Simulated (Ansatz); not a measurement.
Ba2SrRe: from a guess to a relaxed structure

Level of theory: DFT PBE, scalar-relativistic, plane waves, PAW (Ansatz). Cutoff 420 eV, Gaussian smearing, Γ-centred meshes. Cell and atoms relax first on a coarse mesh and then on a finer one. In between, the cell is made exact in the group found at 0.06 Å. In metals the finer mesh still leaves noise of several meV/atom or more. The steps can't lower the symmetry of their start. Collinear spin is switched on along the way, since trial moments persisted in a coarse test.

Recipe of this trial structure of Ba2SrRe: close-packed layers stacked ABAB (P-6m2, No. 187) (elements of the layers in order: Sr Ba Re Ba). The dimensions are guesses.

```cif
data_structure
_symmetry_space_group_name_H-M 'P-6m2'
_symmetry_Int_Tables_number 187
_cell_length_a 4.2615
_cell_length_b 4.2615
_cell_length_c 12.5999
_cell_angle_alpha 90.000
_cell_angle_beta 90.000
_cell_angle_gamma 120.000
_cell_volume 198.16
loop_
_atom_site_label
_atom_site_type_symbol
_atom_site_symmetry_multiplicity
_atom_site_Wyckoff_symbol
_atom_site_fract_x
_atom_site_fract_y
_atom_site_fract_z
_atom_site_occupancy
Ba1 Ba 2 h 0.33333 0.66667 0.28391 1
Sr1 Sr 1 a 0.00000 0.00000 0.00000 1
Re1 Re 1 b 0.00000 0.00000 0.50000 1
```

The zero of energy is the elements' standard structures at the same level; no fitted shifts are applied.

Q: Which structure results?

A: The symmetry stays P-6m2 (No. 187). The volume per atom shrinks by 16.2 %, from 49.5 to 41.5 Å³. The shortest distance goes from 3.67 Å (Ba–Re) to 3.14 Å (Ba–Re). The energy falls by about 0.38 eV/atom (the start's value is from the coarse mesh). Conventional cell: a = 3.986 Å, c = 12.069 Å. Ba is surrounded by 3 Re at 3.14 Å, 6 Ba at 3.99 Å, 1 Ba at 4.28 Å and 3 Sr at 4.52 Å; around Sr lie 6 Sr at 3.99 Å and 6 Ba at 4.52 Å; around Re lie 6 Ba at 3.14 Å and 6 Re at 3.99 Å.

Space group P-6m2 (No. 187). a = 3.986 Å, b = 3.986 Å, c = 12.069 Å, α = 90.00°, β = 90.00°, γ = 120.00°
```json
{"atom": "Ba", "site": "2h", "symmetry": "3m.", "x": "0.3333", "y": "0.6667", "z": "0.3228"}
{"atom": "Sr", "site": "1a", "symmetry": "-6m2", "x": "0.0000", "y": "0.0000", "z": "0.0000"}
{"atom": "Re", "site": "1b", "symmetry": "-6m2", "x": "0.0000", "y": "0.0000", "z": "0.5000"}
```

Q: How does it come out in energy, and is it a metal?

A: The formation energy is +1.00 eV/atom. The gap on the 12×12×4 mesh of the 4-atom cell is 0 eV (a metal) and the net moment per atom is 0.04 μB. The moment by site is all under 0.1 μB.

A positive value: parting into the elements would lower its energy.

The last run used collinear spin and Gaussian smearing of 0.10 eV. These runs have no spin–orbit coupling, which can matter for Re. Symmetry constrained the relaxation, so the result can be a saddle point. In all, the 4 runs took 21 min on 1 thread of Intel(R) Xeon(R) Processor @ 2.50GHz (Skylake/Cascade Lake), on a shared host. Site moments count only spheres around the atoms; the net moment includes the space between them.
